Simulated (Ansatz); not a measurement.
Relaxed-ion elastic tensor of Mg3Sb2 (La2O3 or Ni2Al3 type, P-3m1) in GPa (Voigt order), the program Ansatz at the PBEsol level (PAW); density 4.08 g/cm³, 25.75 Å³ per atom.

```json
[
 {"": "1", "1": "76.5", "2": "39.2", "3": "23.5", "4": "5.0", "5": "0.0", "6": "0.0"},
 {"": "2", "1": "39.2", "2": "76.5", "3": "23.5", "4": "-5.0", "5": "0.0", "6": "0.0"},
 {"": "3", "1": "23.5", "2": "23.5", "3": "81.2", "4": "0.0", "5": "0.0", "6": "0.0"},
 {"": "4", "1": "5.0", "2": "-5.0", "3": "0.0", "4": "17.2", "5": "0.0", "6": "0.0"},
 {"": "5", "1": "0.0", "2": "0.0", "3": "0.0", "4": "0.0", "5": "17.2", "6": "5.0"},
 {"": "6", "1": "0.0", "2": "0.0", "3": "0.0", "4": "0.0", "5": "5.0", "6": "18.7"}
]
```

Task: Is the crystal mechanically stable?

Result: Yes: the smallest eigenvalue of C is 12.9 GPa.

Task: Work out the Voigt, Reuss and Hill averages.

Result: K_V = 45.2, K_R = 45.0, K_H = 45.1; G_V = 20.5, G_R = 18.2, G_H = 19.3 GPa.

Task: Give Young's modulus, Poisson's ratio, Pugh's ratio and the universal anisotropy index.

Result: E = 9KG/(3K + G) = 50.8 GPa; ν = 0.31; K/G = 2.33 (ductile by the Pugh limit of 1.75); A_U = 5G_V/G_R + K_V/K_R − 6 = 0.63.

Task: Estimate the sound speeds and the Debye temperature.

Result: v_l = √((K + 4G/3)/ρ) = 4170 m/s, v_t = √(G/ρ) = 2180 m/s, mean 2440 m/s; Θ = (h/k)(3n/4πV)^(1/3) v_m = 246 K.

Task: Solve the Christoffel equation for the three sound speeds along x, y, z.

Result: Eigenvalues of C_ijkl n_j n_l equal ρv². In km/s, slowest first: x 1.78, 2.37, 4.33; y 2.03, 2.14, 4.34; z 2.05, 2.05, 4.46.

Task: How much does each axis shrink under pressure?

Result: Linear compressibilities β_i = Σ_j S_ij (j = 1 to 3): x 7.0, y 7.0, z 8.3 per TPa.

Symmetry was held in the PBEsol relaxation. Spin–orbit coupling is left out wherever it is not named.

Potentials: the later of the program's two PAW sets.
